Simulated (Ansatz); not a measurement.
Theory: DFT PBE+D3(BJ), scalar-relativistic, plane waves, PAW (Ansatz 0.2.0). All cells share a 420 eV cutoff and Γ-centred k meshes spaced at most about 0.3 Å⁻¹ (about 0.25 or finer for metals, 2π included). No spin polarisation in the final relaxations.

Each of these unrelaxed guesses is relaxed in cell and atoms within its symmetry. A guess keeps its type if space group and coordination stay and the shape of the cell changes little (axis ratios within about 15 %, angles within 6°); the volume may change.

1. P2Se2O

```
CELL_PARAMETERS angstrom
3.74423 0.00000 0.00000
0.00000 3.74423 0.00000
0.00000 0.00000 4.54490
ATOMIC_POSITIONS crystal
P 0.50000 0.50000 0.03518
P 0.00000 0.00000 0.93278
Se 0.50000 0.50000 0.48539
Se 0.00000 0.00000 0.29299
O 0.00000 0.00000 0.58205
```

2. PCS4

```
CELL_PARAMETERS angstrom
-3.03928 3.03928 3.67052
3.03928 -3.03928 3.67052
3.03928 3.03928 -3.67052
ATOMIC_POSITIONS crystal
P 0.00000 0.00000 0.00000
C 0.50000 0.50000 0.00000
S 0.50000 0.50000 0.50000
S 0.00000 0.00000 0.50000
S 0.50000 0.00000 0.00000
S 0.00000 0.50000 0.00000
```

3. CS3

```
CELL_PARAMETERS angstrom
6.30454 0.00000 0.00000
-3.15227 5.45989 0.00000
0.00000 0.00000 4.69652
ATOMIC_POSITIONS crystal
C 0.66667 0.33333 0.25000
C 0.33333 0.66667 0.75000
S 0.15085 0.30169 0.25000
S 0.69831 0.84915 0.25000
S 0.15085 0.84915 0.25000
S 0.84915 0.15085 0.75000
S 0.30169 0.15085 0.75000
S 0.84915 0.69831 0.75000
```

Question: Which keep their type?

Answer: Guess 2 keeps its type.

```tsv
guess	kept	start group	end group	V start (Å³/atom)	V end	b/a and c/a, end over start	nearest neighbours start	nearest neighbours end
1	no	P4mm	P4mm	12.7	21.3	1.00, 1.77	O 1, P 1/2, Se 1	O 1, P 1, Se 1/4
2	yes	I4/mmm	I4/mmm	22.6	15.4	1.00, 1.00	C 8, P 8, S 8	C 8, P 8, S 8
3	no	P6_3/mmc	P6_3/mmc	20.2	13.7	1.00, 0.63	C 12, S 10	C 6, S 2
```

Neighbours count within 15 % of an atom's shortest distance; end groups are read at 0.02 Å (0.05 Å in metals).

In PCS4 I4/mmm an odd number of electrons in the primitive cell allows no gap without spin; a larger cell or a magnetic state could open one. Cells relaxed within their symmetry can be saddle points.

In counts of neighbours, a slash parts the counts of unlike sites.
